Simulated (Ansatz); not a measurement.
According to DFT-PBE+D3(BJ) in the program Ansatz with PAW potentials, MoS₂ in the trigonal phase (R3m; Mo on 3a, S on 3a, S on 3a) relaxes to a = 3.153 Å, c = 17.997 Å. Mo has 6 nearest neighbours from 2.40 Å (trigonal prismatic); S on 3a has 3 nearest neighbours from 2.40 Å (trigonal pyramidal); S on 3a has 3 nearest neighbours from 2.40 Å (trigonal pyramidal). Its formation energy from the elements is -0.93 eV/atom, with no fitted shifts.

It is gapped at this level: 0.77 eV (indirect). Gap from PBE+D3(BJ) with spin–orbit coupling: 0.74 eV. The electron mass is 0.50, 0.63, 0.78 mₑ (principal values). The hole mass is 0.59, 0.59, 1.0 mₑ (principal values).

An equation-of-state fit gives a bulk modulus of 45.3 GPa.

The cell was relaxed with PBE+D3(BJ) under the symmetry of its start. No spin polarisation was allowed. The references are the lowest solids computed at this level, not always the standard phases. Spin–orbit coupling is left out wherever it is not named.

Potentials: the earlier of the program's two PAW sets.
